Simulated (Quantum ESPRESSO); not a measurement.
# Computed records: HfTaTiO5F3 (made-up cell, one site empty)

Computed with Quantum ESPRESSO 7.5. Calculation on a made-up crystal cell, not a measurement: periodic Kohn-Sham density functional theory in plane waves with PseudoDojo standard norm-conserving scalar-relativistic pseudopotentials, each functional with its own files (v0.5 for PBE, v0.4.1 for LDA and PBEsol), no spin polarisation, no spin-orbit coupling, atoms not relaxed, stress positive in tension, energies less a fixed whole-eV offset for each atom's element; levels are Kohn-Sham levels at fractions of this cell's reciprocal vectors, counted from the reference band (half the neutral cell's valence electrons, rounded up) at Gamma; error bars cover cutoff and k-mesh only, not smearing or the files; each bar is the largest change over components, and at least 0.002 eV, 0.002 eV per angstrom or 0.02 GPa; added strain carries the atoms with the cell, and shear is the tensor component; no dispersion term; energies are for the whole cell, and the offsets were chosen from early runs and are not element reference energies.

HfTaTiO5F3 (made-up cell, one site empty)

Unstrained structure:
```
cell vectors (Å)
   5.0515     0.0804    -0.0203
   0.0804     4.9314    -0.0295
  -0.0203    -0.0295     5.0262
atoms (fractions of the cell vectors)
Hf  0.00070 -0.03277 -0.00417
Ta -0.00030  0.47978  0.50421
Ti  0.50553  0.51508  0.02450
F   0.26962  0.23731  0.25981
O   0.24802  0.25914  0.72362
O   0.22833  0.75112  0.26483
F   0.27169  0.72072  0.74296
O   0.76790  0.27217  0.26838
O   0.73320  0.20557  0.76218
O   0.74937  0.75185  0.26117
F   0.73615  0.73146  0.72644
```

Here we set lattice type fluorite, empty site 3, functional pbe, cutoff 1143 eV, fermi dirac smearing 0.025 eV, scf tolerance 1e-07 eV, electrons removed 0, added strain kind zz, added strain -0.014, k mesh 4 x 5 x 5, shifted by half a step and structure shown before the added strain of -0.014.

It finds free energy less offsets 14.55 eV; scf iterations 19; smearing term minus ts 0 eV; pressure -5.372 GPa; stress xx 10.56 GPa; stress yy 0.1383 GPa; stress zz 5.418 GPa; stress yz -4.355 GPa; stress xz -0.3375 GPa; stress xy -0.265 GPa; reference band 44; error bar energy 0.002448 eV; error bar stress 0.03666 GPa; error bar force 0.005784 eV/Å; error bar next band up 0.002 eV; error bars from tighter rerun of a related cell.

Atoms:
| atoms element | atom site | atom energy offset (eV) |
| --- | --- | --- |
| Hf | 1 | -1535 |
| Ta | 2 | -1770 |
| Ti | 4 | -1614 |
| F | 5 | -677 |
| O | 6 | -452 |
| O | 7 | -452 |
| F | 8 | -677 |
| O | 9 | -452 |
| O | 10 | -452 |
| O | 11 | -452 |
| F | 12 | -677 |

Forces:
| site | x (eV/Å) | y (eV/Å) | z (eV/Å) |
| --- | --- | --- | --- |
| 1 | -1.703 | 3.29 | 0.7336 |
| 2 | -1.044 | -3.332 | -1.581 |
| 4 | 2.384 | -1.817 | 2.018 |
| 5 | -0.05755 | 0.7032 | -1.677 |
| 6 | -2.213 | 0.5403 | 1.512 |
| 7 | 0.4503 | -2.854 | -0.8884 |
| 8 | -0.7323 | 1.75 | 1.121 |
| 9 | 1.449 | 0.4362 | -0.6148 |
| 10 | 1.049 | 2.592 | 1.392 |
| 11 | -0.8155 | -0.3691 | -3.193 |
| 12 | 1.233 | -0.9401 | 1.178 |

Levels:
| level k point | next band up (eV) |
| --- | --- |
| Gamma | 0.6285 |
| (1/2,1/2,1/2) | 0.6716 |
| (0.15,0,0) | 0.6586 |
| (0,0.15,0) | 0.6503 |
| (0,0,0.15) | 0.6771 |

Notes: the hafnium pseudopotential is less sure than the others, with forces about 3 percent (worst 6) and pressure in oxides about 1.5 GPa (worst 2.7) from a second method in checks, which the error bars do not cover.
